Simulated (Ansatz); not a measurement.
Input and command of a plane-wave DFT calculation in Ansatz:

```yaml
crystal:
  lattice:
    - [3.5919326816, 0.0, 0.0]
    - [-1.7959663408, 3.1107049509, 0.0]
    - [0.0, 0.0, 5.5884637914]
  atoms:
    - { symbol: W, position: [0.3333333333, 0.6666666667, 0.245] }
    - { symbol: W, position: [0.6666666667, 0.3333333333, 0.755] }
    - { symbol: F, position: [0.0, 0.0, 0.0] }
    - { symbol: F, position: [0.3333333333, 0.6666666667, 0.645] }
    - { symbol: F, position: [0.6666666667, 0.3333333333, 0.355] }
basis:
  ecutwfc: 420
kpoints:
  mp_grid: { grid: [6, 6, 4] }
hamiltonian:
  xc: pbe
scf:
  occupations: { method: gaussian, width: 0.1 }
  lower_state_search: "off"
output:
  forces: true
  stress: true
  eigenvalues: true
  populations: true
magnetization:
  spin_polarized: true
```

```bash
ansatz run input.yaml --threads 1 --pin off --max-ram 2560MiB --backend cpu --events-out ev --progress --plain --runs-dir out
```

Processor: Intel(R) Xeon(R) Platinum 8259CL CPU @ 2.50GHz (Skylake/Cascade Lake), 1 thread, on a host shared with other jobs.

Problem. How long does it run, and how much memory does it take?

Solution. About 16 s on 1 thread of Intel(R) Xeon(R) Platinum 8259CL CPU @ 2.50GHz (Skylake/Cascade Lake) (shared host), peak memory 0.43 GiB. It solves 34 bands at 24 k points (the mesh reduced by the symmetry that the task leaves, which can be less than the crystal's) with about 1207 plane waves, in 21 SCF iterations.
